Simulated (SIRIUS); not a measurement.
Set-up for a self-consistent single point of TiO2 (I4_1/amd, 12 atoms in the cell; from Materials Project mp-390, changed as shown).

```
CELL_PARAMETERS angstrom
      3.78214     0.00000     0.00000
      0.00000     3.78214     0.00000
      0.00000     0.00000     9.61400
ATOMIC_POSITIONS crystal
  Ti 0.00000 0.00000 0.00000
  Ti 0.00000 0.50000 0.25000
  Ti 0.50000 0.50000 0.50000
  Ti 0.50000 0.00000 0.75000
  O  0.00000 0.50000 0.45715
  O  0.00000 0.00000 0.20715
  O  0.50000 0.50000 0.29285
  O  0.00000 0.50000 0.04285
  O  0.50000 0.00000 0.95715
  O  0.50000 0.50000 0.70715
  O  0.00000 0.00000 0.79285
  O  0.50000 0.00000 0.54285
```

Level of theory: PBE, GBRV PBE ultrasoft pseudopotentials (plane waves; SIRIUS 7.12.0).

SIRIUS settings:

| key | value |
|---|---|
| parameters.ngridk | 6 6 2 |
| parameters.xc_functionals | [XC_GGA_X_PBE, XC_GGA_C_PBE] |
| parameters.gk_cutoff | 6.325 1/bohr |
| parameters.pw_cutoff | 14.143 1/bohr |
| parameters.smearing | fermi_dirac |
| parameters.smearing_width | 0.000367493 Ha |
| potentials | GBRV PBE ultrasoft pseudopotentials |
| parameters.electronic_structure_method | pseudopotential |
| parameters.num_bands | 58 |
| parameters.num_mag_dims | 0 |
| parameters.num_dft_iter | 100 |
| parameters.energy_tol | 1e-07 Ha |
| parameters.density_tol | 1e-06 |
| mixer.type | anderson |
| mixer.beta | 0.3 |
| mixer.use_hartree | false |

Question: Estimate, at this level of theory: gap on the k-point mesh and pressure.

Answer: The run gave:

```
Property                    Value
-----------------------  --------
Gap on the k-point mesh   2.19 eV
Pressure                 3.92 GPa
```

The gap is read on the k-point mesh of the run and can differ from the gap over the whole zone at this level.

For comparison: a first run was changed to give this one (lattice scaled by 0.98), and from it to this one the free energy falls by 10.4 meV/atom, the pressure goes from -7.94 to 3.92 GPa, the largest force goes from 0.250 to 0.059 eV/Å and the gap on the mesh goes from 2.047 to 2.192 eV.

The structure comes from a collection of computed structures, made at another level of theory; the collection holds predicted forms beside known ones. Its lattice was then scaled.

Cost on one core: about 2.5 core-minutes (a rough figure).
